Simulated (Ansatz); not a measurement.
Zr (hcp (Mg type), P6_3/mmc) at seven volumes, plane-wave PAW PBE (Ansatz code), shape and atoms relaxed at each. One row is withheld.

```json
[
 {"V (Å³/atom)": "21.280", "P (GPa)": "10.16"},
 {"V (Å³/atom)": "21.981", "P (GPa)": "6.37"},
 {"V (Å³/atom)": "22.683", "P (GPa)": "2.99"},
 {"V (Å³/atom)": "23.384", "P (GPa)": "0.00"},
 {"V (Å³/atom)": "24.086", "P (GPa)": "-2.63"},
 {"V (Å³/atom)": "24.787", "P (GPa)": "?"},
 {"V (Å³/atom)": "25.489", "P (GPa)": "-6.97"}
]
```

**Question.** Fit the shown pressures and predict the withheld one.

**Answer.** P = (3/2)B₀(x^(7/2) − x^(5/2))[1 + (3/4)(B′ − 4)(x − 1)] with x = (V₀/V)^(2/3). Least squares on the six rows gives V₀ = 23.386 Å³/atom, B₀ = 93.0 GPa, B′ = 3.16. At V = 24.787, x = 0.9620 and P = -4.93 GPa. The run itself gave -4.94 GPa.

The cell was relaxed with PBE under the symmetry of its start. No spin polarisation was allowed.

Potentials: the later of the program's two PAW sets.
